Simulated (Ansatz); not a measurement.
This GaP₂ structure is the end of a relaxation. The cell was found from a structure generator's guess, not taken from experiment.

Level of theory: Ansatz 0.2.0, DFT PBE, scalar-relativistic, plane waves, PAW. Cutoff 420 eV, Γ-centred mesh, Gaussian smearing, no spin polarisation.

```
CELL_PARAMETERS angstrom
3.25135 0.00000 0.00000
0.00000 5.15771 0.00000
0.00000 0.00000 7.05125
ATOMIC_POSITIONS crystal
Ga 0.50000 0.28199 0.53569
Ga 0.50000 0.71801 0.03569
P 0.00000 0.66863 0.52211
P 0.00000 0.33137 0.02211
P 0.50000 0.86104 0.69298
P 0.50000 0.13896 0.19298
```

Formation energies are uncorrected and refer to the elements' standard structures at the same level. The references include black phosphorus.

Q: What space group does it have?

A: Pmc2_1 (No. 26). Conventional cell: a = 3.251 Å, b = 5.158 Å, c = 7.051 Å. Ga has 4 P at 2.44–2.57 Å; P on its first site is surrounded by 2 P at 2.25 Å and 2 Ga at 2.57 Å; P on its second site is surrounded by 2 P at 2.25 Å and 2 Ga at 2.44–2.53 Å.

Q: How far does it lie from the elements in energy?

A: +0.07 eV/atom. It can't be a ground state, since the elements alone are lower.

Q: Is it a metal?

A: Yes, bands cross the Fermi level on the 12×8×6 mesh.

The last run used a 12×8×6 mesh (in the run's order of axes) for its 6-atom cell and Gaussian smearing of 0.10 eV. The reference form of P is held partly by dispersion forces, which this level lacks. This cell was reached by moving the atoms of another relaxed cell at random and relaxing again, last within the group found; it had no such test of its own.
